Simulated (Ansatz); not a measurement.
The relaxed structure here is a generated cell of SnO2: the first start was made by placing the elements on the sites of a structure type, and the end was not matched to a known phase here, so it may be hypothetical. Known forms of SnO2 include space group No. 136.

The end point of a relaxation of SnO₂. The numbers are results of r2SCAN (plane waves to 500 eV, PAW, scalar-relativistic; Ansatz, an electronic-structure program), not measurements.

```cif
data_O4Sn2
_chemical_formula_sum 'Sn2 O4'
_space_group_name_H-M_alt 'P 1'
_space_group_IT_number 1
_cell_length_a 3.65673
_cell_length_b 3.65673
_cell_length_c 5.63867
_cell_angle_alpha 100.867
_cell_angle_beta 100.867
_cell_angle_gamma 87.822
loop_
_space_group_symop_operation_xyz
  'x, y, z'
loop_
_atom_site_label
_atom_site_type_symbol
_atom_site_fract_x
_atom_site_fract_y
_atom_site_fract_z
_atom_site_occupancy
Sn1 Sn 0.81825 0.18175 0.75000 1
Sn2 Sn 0.18175 0.81825 0.25000 1
O1 O 0.77860 0.73171 0.90652 1
O2 O 0.73171 0.77860 0.40652 1
O3 O 0.22140 0.26829 0.09348 1
O4 O 0.26829 0.22140 0.59348 1
```

Task: Determine the symmetry and give the standard cell with its independent sites.

Result: Space group C2/c (No. 15); a = 5.2687 Å, b = 5.0722 Å, c = 5.6387 Å, α = 90.00°, β = 105.17°, γ = 90.00°

| atom | site | symmetry | x | y | z |
|---|---|---|---|---|---|
| Sn | 4e | 2 | 0.0000 | 0.1818 | 0.7500 |
| O | 8f | 1 | 0.2448 | 0.0234 | 0.0935 |

Task: Give the shortest distances between elements (the closest pairs, up to four, under 3.6 Å).

Result: O–Sn 2.03 Å; O–O 2.53 Å; Sn–Sn 3.37 Å.

Volume per atom: 12.12 Å³
Band gap: 1.86 eV, indirect (valence top at Y2, conduction bottom at Γ) (no spin-orbit coupling)
Smallest direct gap: 2.28 eV at Γ

No spin polarisation in the result.

It was reached from a disturbed copy of a P4₂/nmc (No. 137) cell, against which it lies -25 meV/atom.
